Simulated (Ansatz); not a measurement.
KI:
Space group Fm-3m (No. 225); a = b = c = 7.0917 Å, α = β = γ = 90.00°

| atom | site | symmetry | x | y | z |
|---|---|---|---|---|---|
| K | 4a | m-3m | 0.0000 | 0.0000 | 0.0000 |
| I | 4b | m-3m | 0.5000 | 0.5000 | 0.5000 |
(The calculation used a cell of 2 atoms; values per cell refer to that cell.)

Relaxed with r²SCAN.

Question: Which orbitals make up the states near the band edges in r²SCAN in the plane-wave PAW code Ansatz?

Answer: Top 1 eV of the valence band: I 5p 96 %. Bottom 1 eV of the conduction band: K 4s 63 %, I 5s 12 %, outside the projected shells 21 %. Projections are on Löwdin-orthogonalised atomic valence shells; empty p or d shells of many metals are not among them.

Question: Tabulate the density of states.

Answer: States/eV per cell of 2 atoms, in 0.25 eV bins, energy from the valence-band maximum.

```tsv
E (eV)	total	I 5p	K 4s	I 5s
-7.85	0.00	0.00	0.00	0.00
-7.60	0.00	0.00	0.00	0.00
-7.35	0.00	0.00	0.00	0.00
-7.10	0.00	0.00	0.00	0.00
-6.85	0.00	0.00	0.00	0.00
-6.60	0.00	0.00	0.00	0.00
-6.35	0.00	0.00	0.00	0.00
-6.10	0.00	0.00	0.00	0.00
-5.85	0.00	0.00	0.00	0.00
-5.60	0.00	0.00	0.00	0.00
-5.35	0.00	0.00	0.00	0.00
-5.10	0.00	0.00	0.00	0.00
-4.85	0.00	0.00	0.00	0.00
-4.60	0.00	0.00	0.00	0.00
-4.35	0.00	0.00	0.00	0.00
-4.10	0.00	0.00	0.00	0.00
-3.85	0.00	0.00	0.00	0.00
-3.60	0.00	0.00	0.00	0.00
-3.35	0.00	0.00	0.00	0.00
-3.10	0.00	0.00	0.00	0.00
-2.85	0.00	0.00	0.00	0.00
-2.60	0.00	0.00	0.00	0.00
-2.35	0.00	0.00	0.00	0.00
-2.10	0.00	0.00	0.00	0.00
-1.85	0.00	0.00	0.00	0.00
-1.60	0.00	0.00	0.00	0.00
-1.35	0.11	0.09	0.02	0.00
-1.10	3.11	2.70	0.37	0.01
-0.85	4.07	3.71	0.29	0.01
-0.60	4.01	3.89	0.06	0.01
-0.35	10.55	10.40	0.03	0.00
-0.10	2.15	2.13	0.00	0.00
0.15	0.00	0.00	0.00	0.00
0.40	0.00	0.00	0.00	0.00
0.65	0.00	0.00	0.00	0.00
0.90	0.00	0.00	0.00	0.00
1.15	0.00	0.00	0.00	0.00
1.40	0.00	0.00	0.00	0.00
1.65	0.00	0.00	0.00	0.00
1.90	0.00	0.00	0.00	0.00
2.15	0.00	0.00	0.00	0.00
2.40	0.00	0.00	0.00	0.00
2.65	0.00	0.00	0.00	0.00
2.90	0.00	0.00	0.00	0.00
3.15	0.00	0.00	0.00	0.00
3.40	0.00	0.00	0.00	0.00
3.65	0.00	0.00	0.00	0.00
3.90	0.00	0.00	0.00	0.00
4.15	0.00	0.00	0.00	0.00
4.40	0.00	0.00	0.00	0.00
4.65	0.01	0.00	0.01	0.00
4.90	0.08	0.00	0.06	0.01
5.15	0.13	0.01	0.10	0.02
5.40	0.25	0.01	0.16	0.03
5.65	0.74	0.03	0.23	0.04
5.90	1.47	0.05	0.41	0.05
6.15	2.35	0.05	0.42	0.04
6.40	2.24	0.04	0.32	0.03
6.65	2.47	0.06	0.63	0.04
6.90	1.59	0.06	0.62	0.03
7.15	2.03	0.08	0.81	0.03
7.40	2.19	0.07	0.51	0.01
7.65	2.22	0.07	0.50	0.01
7.90	2.96	0.07	0.45	0.01
8.15	3.51	0.05	0.26	0.00
8.40	2.71	0.03	0.15	0.00
8.65	2.70	0.02	0.05	0.00
8.90	4.05	0.01	0.02	0.00
9.15	4.41	0.02	0.02	0.00
9.40	5.09	0.02	0.02	0.00
```

The cell was relaxed with r²SCAN under the symmetry of its start; of distortions, only those at the zone centre were tested. Spin–orbit coupling is left out wherever it is not named.

Potentials: the later of the program's two PAW sets.
